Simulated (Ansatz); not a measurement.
A geometry of C away from equilibrium: the start of the relaxation of a relaxed C cell deformed by the Cartesian strain tensor (xx, yy, zz, yz, xz, xy) = (0.020, -0.016, -0.113, 0.056, 0.094, -0.044). The numbers are results of r2SCAN (plane waves to 500 eV, PAW, scalar-relativistic; Ansatz, a program for electronic structure), not measurements. Γ-centred k-mesh 12×11×13 on the run's cell (coarser than for final values), Fermi–Dirac smearing 0.05 eV.

```xyz
2
Lattice="0.0899 1.8513 1.6787 1.9831 0.0223 1.7463 1.7383 1.6742 0.2670" Properties=species:S:1:pos:R:3:forces:R:3 pbc="T T T" free_energy=-500.723 pressure_GPa=114.3
C      1.9056     1.7739     1.8460    3.2563    3.1376   -3.0480
C      2.8584     2.6608     2.7690   -3.2563   -3.1376    3.0480
```

Positions in Å, forces in eV/Å, free energy of the cell in eV (comparable only within this code, potentials and settings). Largest force: 5.45 eV/Å, on C1, C2 (atoms numbered as listed); the geometry lies 1.19 eV/atom above the end of its relaxation.

No spin polarisation in the result.

The run could not lose the symmetry of its start.
